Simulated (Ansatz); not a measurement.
Values for one crystal, relaxed and computed with plane-wave PAW r²SCAN (Ansatz code); other levels are named.

| Item | Value |
|---|---|
| Volume per atom | 26.46 Å³ |
| Band gap | 1.73 eV (direct) |
| Gap with spin–orbit coupling | 1.63 eV |
| Formation energy from the elements (no fitted shifts) | -0.042 eV/atom |
| Valence-band maximum | at L |
| Conduction-band minimum | at L (3 equivalent valleys) |
| Electron effective mass | 0.23, 0.79, 0.90 mₑ (principal values) |

Q: Which compound is it?
(A) Rb2PdC2, P-3m1 (C on 2c, Rb on 2d, Pd on 1a)
(B) Ba2PdO3, Immm (Ba on 4i, Pd on 2a, O on 4i, O on 2d)
(C) SiC, P6_3mc (Pearson symbol hP16)
(D) Ce2SeN2, P-3m1 (Ce on 2d, Se on 1a, N on 2d)

A: A, Rb2PdC2, P-3m1 (C on 2c, Rb on 2d, Pd on 1a)

The workflow started from an entry of the Crystallography Open Database (COD). Whether it is the stable phase at ambient conditions was not checked. The cell was relaxed with r²SCAN under the symmetry of its start; its stability against distortions is not shown here. No spin polarisation was allowed. The references are the lowest solids computed at this level, not always the standard phases. Scalar-relativistic: spin–orbit coupling is off unless named, which matters more the heavier the elements.

Potentials: the later of the program's two PAW sets.
